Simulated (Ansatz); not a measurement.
Y and Al on the sites of rock salt: ordering energies of Y₃AlN₄

Level of theory: DFT PBE, scalar-relativistic, plane waves, PAW (Ansatz). Settings: cutoff 420 eV, Γ-centred meshes spaced at most about 0.3 Å⁻¹, and about 0.25 Å⁻¹ or finer for metals (2π included), Gaussian smearing. No spin polarisation.

All energies are static (0 K, no zero-point motion). Each row is a relaxed arrangement of Y and Al on shared sites of the rock salt type. The column n gives the unlike atoms among the 12 nearest shared sites, averaged over those sites; energies count from the lowest row.

```csv
row,space group,source,atoms,n (of 12),V (Å³/atom),gap on mesh (eV),ΔE (meV/atom)
1,P4/mmm (No. 123),invented,8,4.00,13.58,0.28,44
2,Cmmm (No. 65),invented,8,5.00,13.42,0.47,?
3,Pm-3m (No. 221),invented,8,6.00,13.65,0,104
4,Fmm2 (No. 42),invented,8,6.00,13.87,0.98,0
```

The cell of row 2:

```
Y Al N
1.0
     3.32640   -4.83740    0.00000
     3.32640    4.83740    0.00000
     0.00000    0.00000    3.33511
Y Al N
3 1 4
Direct
  0.00000 0.50000 0.00000
  0.00000 0.00000 0.50000
  0.50000 0.00000 0.00000
  0.50000 0.50000 0.50000
  0.72435 0.72435 0.00000
  0.75368 0.24632 0.50000
  0.24632 0.75368 0.50000
  0.27565 0.27565 0.00000
```

Problem. Estimate the missing energy, and say where the row ranks.

Solution. 46 meV/atom, above row 1 and below row 3. The count n alone doesn't order these rows. Rows 3 and 4 share n and still differ by 104 meV/atom, so farther pairs, strain or a change of electronic state count too. Row 2: Around Y on a site of symmetry 2/m lie 6 N at 2.36–2.42 Å, 8 Y at 3.33–3.38 Å and 4 Al at 3.38 Å; Y on a site of symmetry mmm has 6 N at 2.38–2.48 Å, 2 Al at 3.33 Å and 10 Y at 3.34–3.38 Å; Al has 4 N at 2.24 Å, 2 N at 2.45 Å, 10 Y at 3.33–3.38 Å and 2 Al at 3.34 Å; N on a site of symmetry 2mm is surrounded by 2 Al at 2.24 Å and 4 Y at 2.42–2.48 Å; 1 more site not described.

Kohn–Sham gaps at this level usually fall short of measured ones. The zero gap of Pm-3m may come from the functional, which often closes small gaps, or the cell may be a true semimetal. Only small cells were tried; in real samples the shared sites are often disordered. Some types were kept out of the candidates beforehand, so the set may lack a known form.
